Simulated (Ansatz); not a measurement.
**Na₄ICl₃: relaxed-ion elastic tensor**

Method: DFT PBE, scalar-relativistic, plane waves, PAW in Ansatz 0.2.0. Cutoff 420 eV, 4×4×6 k-points (Γ-centred), fixed occupations. No spin polarisation.

The cell, relaxed at this level:
```xyz
8
Lattice="4.1961 -5.9221 0.0000 4.1961 5.9221 0.0000 0.0000 0.0000 4.1993" Properties=species:S:1:pos:R:3 pbc="T T T"
Na    4.1961    3.0790    0.0000
Na    4.1961   -3.0790    0.0000
Na    6.4680    0.0000    2.0996
Na    1.9243    0.0000    2.0996
I     4.1961    0.0000    0.0000
Cl    2.0981   -2.9611    2.0996
Cl    2.0981    2.9611    2.0996
Cl    0.0000    0.0000    0.0000
```

It was reached by relaxing an invented guess, and it needn't be the stable form of this composition. Spin–orbit coupling is left out, which matters for heavy elements.

Task: Give the relaxed-ion elastic constants (GPa, Voigt order xx yy zz yz xz xy, on the Cartesian axes of the cell above).

Result:
C11 = 36.0, C12 = 10.7, C13 = 14.1, C22 = 39.8, C23 = 11.4, C33 = 36.5, C44 = 10.2, C55 = 13.9, C66 = 10.1 GPa; the others vanish.

Task: Is the crystal stable against homogeneous strain?

Result: Yes: the least eigenvalue of the tensor is 10.1 GPa.

Task: And the moduli of a polycrystal (Hill averages)?

Result: B = 21 GPa, G = 12 GPa, E = 30 GPa, ν = 0.26.
